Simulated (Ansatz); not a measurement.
## BP: computed property card

BP:
```
CELL_PARAMETERS angstrom
      3.19089     0.00000     0.00000
     -1.59545     2.76339     0.00000
      0.00000     0.00000     5.29561
ATOMIC_POSITIONS crystal
  B  0.66667 0.33333 0.50042
  B  0.33333 0.66667 0.00042
  P  0.66667 0.33333 0.87458
  P  0.33333 0.66667 0.37458
```

Space group P6_3mc (No. 186), wurtzite; conventional cell a = 3.191 Å, b = 3.191 Å, c = 5.296 Å, α = 90.00°, β = 90.00°, γ = 120.00°.

Method: r²SCAN (plane waves, PAW; program Ansatz). The cell and atoms are relaxed at this level. Other levels are named where they apply.

Cell and energy:

```json
{
  "volume_per_atom": "11.67 Å³",
  "density": "2.97 g/cm³",
  "Formation energy from the elements (no fitted shifts)": "-0.47 eV/atom"
}
```

Electronic structure:

```json
{
  "band_gap": "1.19 eV (indirect)",
  "valence_band_maximum": "at Γ",
  "conduction_band_minimum": "at K (2 equivalent valleys)",
  "smallest_direct_gap_on_the_standard_path": "2.90 eV",
  "electron_effective_mass": "0.24, 0.42, 0.42 mₑ (principal values)",
  "Hole effective mass, band 1 of 2 at the edge": "0.55 along x, 0.54 along z (mₑ)",
  "Hole effective mass, band 2 of 2 at the edge": "0.19 along x, 0.54 along z (mₑ)",
  "HSE06 gap on the r²SCAN cell": "1.70 eV"
}
```

Mechanics:

```json
{
 "Bulk modulus (Birch–Murnaghan fit)": "169 GPa",
 "Pressure derivative B′": "3.8"
}
```

Charges:

```json
{
 "bader_charges": "B +0.63, P -0.63 e"
}
```

The first step of the workflow began from a Materials Project structure, measured or hypothetical; the Crystallography Open Database copy checked does not list it. It is not the phase usual at ambient conditions (space group No. 216). The cell was relaxed with r²SCAN under the symmetry of its start; its stability against distortions is not shown here. The references are the lowest solids computed at this level, not always the standard phases.

Potentials: the later of the program's two PAW sets.
